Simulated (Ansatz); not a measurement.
The relaxed structure here is a generated cell of Ga2O3: the first start was made by placing the elements on the sites of a structure type, and the end was not matched to a known phase here, so it may be hypothetical. Known forms of Ga2O3 include space group No. 12, 167.

A relaxed cell of Ga$_{2}$O$_{3}$ (R32 (No. 155)), relaxed on a k-mesh at least as fine as the one used below. The numbers are results of r2SCAN (plane waves to 500 eV, PAW, scalar-relativistic; Ansatz, an electronic-structure program), not measurements. Γ-centred k-mesh 6×3×6 on the run's cell (coarser than for final values), Fermi–Dirac smearing 0.05 eV.

```
Ga2O3
1.0
    2.42827     1.40196     2.44745
   -4.85654     2.80393     4.89490
    0.00000    -2.80393     2.44745
O Ga
6 4
Direct
  0.19937   0.40031   0.50000
  0.19937   0.90031   0.50000
  0.50000   0.09969   0.80063
  0.50000   0.59969   0.80063
  0.80063   0.25000   0.19937
  0.80063   0.75000   0.19937
  0.29559   0.14780   0.29559
  0.29559   0.64780   0.29559
  0.70441   0.35220   0.70441
  0.70441   0.85220   0.70441
```

The atoms are displaced by (Å):

| atom | ux | uy | uz |
|---|---|---|---|
| O1 | 0.019 | -0.180 | 0.056 |
| O2 | 0.040 | -0.066 | -0.052 |
| O3 | -0.030 | -0.089 | 0.040 |
| O4 | -0.230 | 0.060 | 0.051 |
| O5 | -0.058 | -0.080 | 0.055 |
| O6 | -0.008 | -0.041 | -0.131 |
| Ga7 | 0.116 | 0.041 | -0.159 |
| Ga8 | -0.137 | -0.070 | 0.082 |
| Ga9 | 0.009 | 0.168 | 0.048 |
| Ga10 | -0.119 | 0.016 | 0.021 |

Q: What forces (eV/Å) and pressure result?

A: 
```tsv
atom	Fx	Fy	Fz
O1	0.93	2.77	2.05
O2	-3.50	1.43	1.00
O3	1.99	2.72	-2.14
O4	2.19	-1.49	-0.91
O5	0.76	0.66	-0.95
O6	-0.02	0.42	1.92
Ga7	-3.13	-2.48	2.26
Ga8	1.66	0.25	-1.94
Ga9	-2.56	-2.92	-0.91
Ga10	1.69	-1.35	-0.38
```

Pressure +9.3 GPa.

Q: Estimate the energy cost of the displacement in the harmonic approximation and compare with the calculation.

A: For a harmonic well ΔE = −½ Σ F·u = 2.055 eV a cell, or 206 meV/atom. The calculated energy relative to the undisplaced cell is +0.188 eV/atom, so the harmonic estimate holds well.

The undisplaced cell is probably no minimum: from this displacement the run went on to P1 (No. 1), 0.225 eV/atom below it.

No spin polarisation in the result.
